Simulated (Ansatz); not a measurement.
# Notes on YbB2Ru3

```yaml
crystal:
  lattice:
    - [5.52472, 0.00000, 0.00000]
    - [-2.76236, 4.78454, 0.00000]
    - [0.00000, 0.00000, 3.04194]
  atoms:
    - { symbol: Yb, position: [0.00000, 0.00000, 0.00000] }
    - { symbol: B, position: [0.33330, 0.66670, 0.00000] }
    - { symbol: B, position: [0.66660, 0.33330, 0.00000] }
    - { symbol: Ru, position: [0.50000, 0.00000, 0.50000] }
    - { symbol: Ru, position: [0.50000, 0.50000, 0.50000] }
    - { symbol: Ru, position: [0.00000, 0.50000, 0.50000] }
```

Level: r2SCAN, no spin polarisation; 500 eV; 5×5×8 Γ-centred mesh; fermi-dirac occupations (width 0.1 eV); Ansatz 0.2.0, fixed geometry.

Problem. Which element gives electrons and which takes them?

Solution. Bader charges in e: Yb +1.46, B -0.31, Ru -0.28. In the mean Yb gives up most and B takes most.

Problem. Are the atoms at rest?

Solution. Nearly at rest: the largest force is 0.002 eV/Å.

Problem. Is it stable against the elements?

Solution. -0.40 eV an atom against the elements' usual phases (free molecules for gases, crystals otherwise, with no correction for O₂ or N₂), so it is bound against them; other compounds may still compete. Relaxing would lower it.

Problem. What does the stress say?

Solution. The pressure is -7.0 GPa (compression positive), so with the atoms held at these fractions the cell would first shrink. The principal stresses -9.0, -6.0, -6.0 GPa differ, so its shape would change too.

Problem. What do density and ELF say about some of the short contacts?

Solution. B–Ru at 2.20 Å: least valence density 0.56 e/Å³ and ELF 0.49 there. Yb–Yb at 3.04 Å: least valence density 0.11 e/Å³ and ELF 0.04 there. Yb–Ru at 3.15 Å: least valence density 0.16 e/Å³ and ELF 0.10 there. These are pseudo-fields; inside the PAW spheres they differ from the all-electron ones.

Problem. Metal or insulator?

Solution. It is a metal, with about 6.9 states/eV a cell as the mean within 0.25 eV of the Fermi level, mostly Ru d (59 %) and Yb f (29 %).

Origin: a database entry at a rescaled volume. Caveats: no spin polarisation, so a magnetic state may lie lower; f levels without a U or exact exchange are poorly placed.
